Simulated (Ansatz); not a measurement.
Ti5Te4:
```
CELL_PARAMETERS angstrom
     -5.09501     5.09501     1.88105
      5.09501    -5.09501     1.88105
      5.09501     5.09501    -1.88105
ATOMIC_POSITIONS crystal
  Ti 0.00000 0.00000 0.00000
  Ti 0.68590 0.62059 0.30648
  Ti 0.31410 0.37941 0.69352
  Ti 0.37941 0.68590 0.06531
  Ti 0.62059 0.31410 0.93469
  Te 0.93976 0.72223 0.66198
  Te 0.06024 0.27777 0.33802
  Te 0.27777 0.93976 0.21753
  Te 0.72223 0.06024 0.78247
```

Relaxed with r²SCAN. Special points in fractions of this cell's reciprocal vectors: Γ (0.000, 0.000, 0.000); X (0.000, 0.000, 0.500); M (-0.500, 0.500, 0.500); Z (0.284, 0.284, -0.284); Z0 (-0.284, 0.716, 0.284); P (0.250, 0.250, 0.250); N (0.000, 0.500, 0.000).

### Question
List the band energies nearest the Fermi level at these points for r²SCAN in the plane-wave PAW code Ansatz.

### Answer
In eV from the Fermi level; about four levels below and three above (degenerate sets whole), none deeper than 8.9 eV; points with the same levels are listed once.

| k | below | above |
|---|---|---|
| Γ | -0.51 -0.51 -0.31 -0.31 | 0.26 0.84 1.51 |
| X | -0.79 -0.78 -0.39 -0.29 | 0.11 0.19 0.44 |
| M | -0.39 -0.39 -0.36 -0.11 | 0.31 0.31 0.75 0.75 |
| Z | -1.11 -1.11 -0.74 -0.71 | 0.22 0.22 0.42 |
| P | -0.84 -0.84 -0.60 0.00 0.00 | 1.08 1.25 1.41 |
| N | -0.56 -0.42 -0.16 -0.11 | 1.00 1.10 1.34 |

Space group I4/m. The workflow started from a Materials Project entry (that database holds measured and hypothetical structures alike); the Crystallography Open Database files this formula in space group No. 87, but the cells were not matched. Its standing as an ambient phase is unchecked. Symmetry was held in the r²SCAN relaxation; its stability against distortions is not shown here. The run is not spin-polarised. Scalar-relativistic: spin–orbit coupling is off unless named, which matters more the heavier the elements.

Potentials: the earlier of the program's two PAW sets.
